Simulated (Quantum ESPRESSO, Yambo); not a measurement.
K2RhAgF6 (space group Fm-3m, No. 225). The geometry is that of Materials Project entry mp-1111950, symmetrised and not relaxed again. Chain: PBEsol (Quantum ESPRESSO, PseudoDojo norm-conserving, 88 Ry, without SOC); G0W0 in Yambo (2×2×2 Γ-centred k mesh, bands 9 to 328 and a 8 Ry block in the screening, 328 bands in G with the Bruneval-Gonze terminator, plasmon pole fitted at 27.2 eV); BSE (4×4×4 mesh, 23 valence and 6 conduction bands, static screening with 109 bands and a 3 Ry block, scissor 2.27 eV, Tamm-Dancoff).

| Property | Value |
|---|---|
| PBEsol gap (dense path) | 1.14 eV |
| PBEsol gap X → X on the GW mesh | 1.14 eV |
| PBEsol smallest direct gap on the GW mesh, at X | 1.14 eV |
| G0W0 direct gap at that point | 3.41 eV |
| G0W0 correction to the gap X → X | 2.27 eV |
| direct gap on the BSE mesh, with the scissor | 3.41 eV |
| first BSE state allowed for light along x | 2.98 eV |
| lowest BSE state | 1.05 eV |
| binding of the lowest exciton | 2.36 eV |

Rough cost of the Yambo steps against G0W0 for 6 states: BSE about 2×.

Convergence of the G0W0 settings was not tested. The k mesh is coarse. The BSE states are vertical excitations (zero momentum). Convergence of the binding with the mesh was not shown.

Spin-orbit splittings are left out.

The structure is a Materials Project entry; no match was found in the copy of COD used, and its stability was not checked.
